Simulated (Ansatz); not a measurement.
Map of one atom of the cell for C (graphite type, space group P6_3/mmc)

C (graphite type, space group P6_3/mmc)

```xyz
4
Lattice="2.4552 0.0000 0.0000 -1.2276 2.1263 0.0000 0.0000 0.0000 6.6705" Properties=species:S:1:pos:R:3 pbc="T T T"
C      0.0000     0.0000     1.6676
C      0.0000     0.0000     5.0029
C      0.0000     1.4175     1.6676
C      1.2276     0.7088     5.0029
```

Two-dimensional scan of atom 1 (C, nearest neighbour C at 1.418 Å; its periodic images, 2.5 Å or more away, move with it): u runs along (0.707, 0.707, 0.000), v along (0.000, 0.000, 1.000) (Cartesian). Cell and other atoms are fixed.

Method: r2SCAN+rVV10 (plane waves to 500 eV, PAW, scalar-relativistic; Ansatz, a program for electronic structure). k mesh 12×12×4 (Γ-centred), Fermi-Dirac smearing 0.05 eV. The energy includes the smearing's −TS. Points where atoms come too close for the PAW data are left out (x in tables, blank in figures). With partly filled bands, energies and forces of such displacements shift with the k mesh and the smearing. Fu and Fv are the components of the force on the atom. C was relaxed with its symmetry unable to fall. The PAW data are Ansatz's earlier set. The zero of ΔE is the undisplaced structure. Axes are in Å.

ΔE (eV/cell), with u across and v down:

| v \ u | -0.470 | -0.313 | -0.157 | 0.000 | 0.157 | 0.313 | 0.470 |
|---|---|---|---|---|---|---|---|
| -0.470 | x | 3.807 | 2.391 | 1.946 | 2.317 | 3.087 | 4.114 |
| -0.313 | x | 3.463 | 1.473 | 0.858 | 1.372 | 2.493 | 3.896 |
| -0.157 | x | x | 0.930 | 0.213 | 0.812 | 2.184 | 3.857 |
| 0.000 | x | x | 0.753 | 0.000 | 0.628 | 2.091 | x |
| 0.157 | x | x | 0.930 | 0.213 | 0.812 | 2.184 | 3.857 |
| 0.313 | x | 3.463 | 1.473 | 0.858 | 1.372 | 2.493 | 3.896 |
| 0.470 | x | 3.807 | 2.391 | 1.946 | 2.317 | 3.087 | 4.114 |

Fv (eV/Å), with u across and v down:

```csv
v \ u,-0.470,-0.313,-0.157,0.000,0.157,0.313,0.470
-0.470,x,3.20,6.95,8.36,7.12,4.87,2.20
-0.313,x,1.27,4.67,5.52,4.81,2.80,0.66
-0.157,x,x,2.28,2.73,2.36,1.22,0.02
0.000,x,x,0.00,0.00,0.00,0.00,x
0.157,x,x,-2.28,-2.73,-2.36,-1.22,-0.02
0.313,x,-1.27,-4.67,-5.52,-4.81,-2.80,-0.66
0.470,x,-3.20,-6.95,-8.36,-7.12,-4.87,-2.20
```

Derived quantities:

```
Item                                                     Result
------------------------  -------------------------------------
Lowest place on the grid  u = 0.000 Å, v = 0.000 Å (0 meV/cell)
```

(For displaced atoms, the force is minus the slope of the energy, and its curvature is a force constant, which sets phonon frequencies.)
